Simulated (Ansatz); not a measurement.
Ansatz 0.2.0, relaxation: CsLuCuSe₃

input.yaml:

```yaml
crystal:
  lattice:
    - [3.935701, 0.0, 0.0]
    - [1.967851, -7.986862, 0.0]
    - [0.0, 0.0, -10.300586]
  atoms:
    - { symbol: Cs, position: [0.74457, 0.51086, 0.75] }
    - { symbol: Cs, position: [0.25543, 0.48914, 0.25] }
    - { symbol: Lu, position: [0.0, 0.0, 0.0] }
    - { symbol: Lu, position: [0.0, 0.0, 0.5] }
    - { symbol: Cu, position: [0.46521, 0.06958, 0.75] }
    - { symbol: Cu, position: [0.53479, 0.93042, 0.25] }
    - { symbol: Se, position: [0.38538, 0.22924, 0.9511] }
    - { symbol: Se, position: [0.61462, 0.77076, 0.4511] }
    - { symbol: Se, position: [0.61462, 0.77076, 0.0489] }
    - { symbol: Se, position: [0.38538, 0.22924, 0.5489] }
    - { symbol: Se, position: [0.05833, 0.88334, 0.75] }
    - { symbol: Se, position: [0.94167, 0.11666, 0.25] }
  symmetry: { tolerance: 0.0003 }
kpoints:
  mp_grid: { grid: [6, 6, 2], shift: [0, 0, 0] }
magnetization:
  spin_polarized: false
scf:
  occupations: { method: cold, width: 0.0105 }
  lower_state_search: "off"
hamiltonian:
  pseudopotentials: { kind: paw }
  xc: pbe
basis:
  ecutwfc: 420
  fft_grid_basis: typed
relax:
  max_steps: 80
  f_tol: 0.03
output:
  forces: true
  stress: true
  eigenvalues: true
  populations: true
  elf: true
  write_potential: true
  volumetric_format: npy
  dos:
    e_range: [-12, 8]
    de: 0.05
    projected: { site_lists: { Cs: [Cs], Cu: [Cu], Lu: [Lu], Se: [Se] } }
  write_density: true
  bader: false
checkpoint:
  read: saved_state
```

The command:

```bash
ansatz run input.yaml --threads 2 --pin off --max-ram 2560MiB --backend cpu --events-out ev --progress --plain --runs-dir out
```

Origin of the cell: a known structure type with other elements, at an estimated volume, so it need not be a known compound.

The saved state is a converged single point of the same cell.

Steps:

```csv
step,ΔF (meV/atom),max force component (eV/Å),SCF iterations,step was
1,0.0,0.563,11,accepted
2,0.2,0.644,12,rejected
3,-11.1,0.085,13,accepted
4,-11.3,0.046,11,accepted
5,-11.4,0.011,11,accepted
```

Step 1, with forces in eV/Å:

```xyz
12
Lattice="3.936 0.000 0.000 1.968 -7.987 0.000 0.000 0.000 -10.301" Properties=species:S:1:pos:R:3:forces:R:3 pbc="T T T" step=1
Cs    3.936   -4.080   -7.725    0.000    0.074    0.000
Cs    1.968   -3.907   -2.575    0.000   -0.074    0.000
Lu    0.000    0.000    0.000    0.000    0.000    0.000
Lu    0.000    0.000   -5.150    0.000    0.000    0.000
Cu    1.968   -0.556   -7.725    0.000   -0.107    0.000
Cu    3.936   -7.431   -2.575    0.000    0.107    0.000
Se    1.968   -1.831   -9.797    0.000   -0.563    0.412
Se    3.936   -6.156   -4.647    0.000    0.563    0.412
Se    3.936   -6.156   -0.504    0.000    0.563   -0.412
Se    1.968   -1.831   -5.654    0.000   -0.563   -0.412
Se    1.968   -7.055   -7.725    0.000    0.088    0.000
Se    3.936   -0.932   -2.575    0.000   -0.088    0.000
```

Step 3, with forces in eV/Å:

```xyz
12
Lattice="3.936 0.000 0.000 1.968 -7.987 0.000 0.000 0.000 -10.301" Properties=species:S:1:pos:R:3:forces:R:3 pbc="T T T" step=3
Cs    3.936   -4.102   -7.725    0.000    0.012    0.000
Cs    1.968   -3.885   -2.575    0.000   -0.012    0.000
Lu    0.000    0.000    0.000    0.000    0.000    0.000
Lu    0.000    0.000   -5.150    0.000    0.000    0.000
Cu    1.968   -0.565   -7.725    0.000   -0.046    0.000
Cu    3.936   -7.422   -2.575    0.000    0.046    0.000
Se    1.968   -1.897   -9.739    0.000   -0.030    0.085
Se    3.936   -6.090   -4.589    0.000    0.030    0.085
Se    3.936   -6.090   -0.561    0.000    0.030   -0.085
Se    1.968   -1.897   -5.711    0.000   -0.030   -0.085
Se    1.968   -7.055   -7.725    0.000    0.044    0.000
Se    3.936   -0.932   -2.575    0.000   -0.044    0.000
```

Step 4, with forces in eV/Å:

```xyz
12
Lattice="3.936 0.000 0.000 1.968 -7.987 0.000 0.000 0.000 -10.301" Properties=species:S:1:pos:R:3:forces:R:3 pbc="T T T" step=4
Cs    3.936   -4.102   -7.725    0.000    0.000    0.000
Cs    1.968   -3.885   -2.575    0.000    0.000    0.000
Lu    0.000    0.000    0.000    0.000    0.000    0.000
Lu    0.000    0.000   -5.150    0.000    0.000    0.000
Cu    1.968   -0.564   -7.725    0.000    0.042    0.000
Cu    3.936   -7.423   -2.575    0.000   -0.042    0.000
Se    1.968   -1.895   -9.722    0.000   -0.046   -0.018
Se    3.936   -6.092   -4.571    0.000    0.046   -0.018
Se    3.936   -6.092   -0.579    0.000    0.046    0.018
Se    1.968   -1.895   -5.729    0.000   -0.046    0.018
Se    1.968   -7.046   -7.725    0.000    0.024    0.000
Se    3.936   -0.941   -2.575    0.000   -0.024    0.000
```

Step 5, with forces in eV/Å:

```xyz
12
Lattice="3.936 0.000 0.000 1.968 -7.987 0.000 0.000 0.000 -10.301" Properties=species:S:1:pos:R:3:forces:R:3 pbc="T T T" step=5
Cs    3.936   -4.102   -7.725    0.000    0.011    0.000
Cs    1.968   -3.885   -2.575    0.000   -0.011    0.000
Lu    0.000    0.000    0.000    0.000    0.000    0.000
Lu    0.000    0.000   -5.150    0.000    0.000    0.000
Cu    1.968   -0.555   -7.725    0.000    0.010    0.000
Cu    3.936   -7.432   -2.575    0.000   -0.010    0.000
Se    1.968   -1.898   -9.721    0.000   -0.003    0.003
Se    3.936   -6.089   -4.570    0.000    0.003    0.003
Se    3.936   -6.089   -0.580    0.000    0.003   -0.003
Se    1.968   -1.898   -5.730    0.000   -0.003   -0.003
Se    1.968   -7.037   -7.725    0.000   -0.010    0.000
Se    3.936   -0.950   -2.575    0.000    0.010    0.000
```

```
Free energy lowered by  : 11.4 meV/atom
Final pressure          : 2.29 GPa
Relaxation steps listed : 5
```

Caveats: no moments, though an odd count or open d shells may carry them; no spin-orbit coupling, though heavy elements are present; the SCF threshold is looser than advised for a stress; the k mesh is coarse if the cell is a metal; the relaxation held the start's symmetry, so the end may be a saddle point.

It ran for 5.2 min on 2 threads of Arm Neoverse V1 (shared host), peak memory 1.2 GiB, from a saved density.
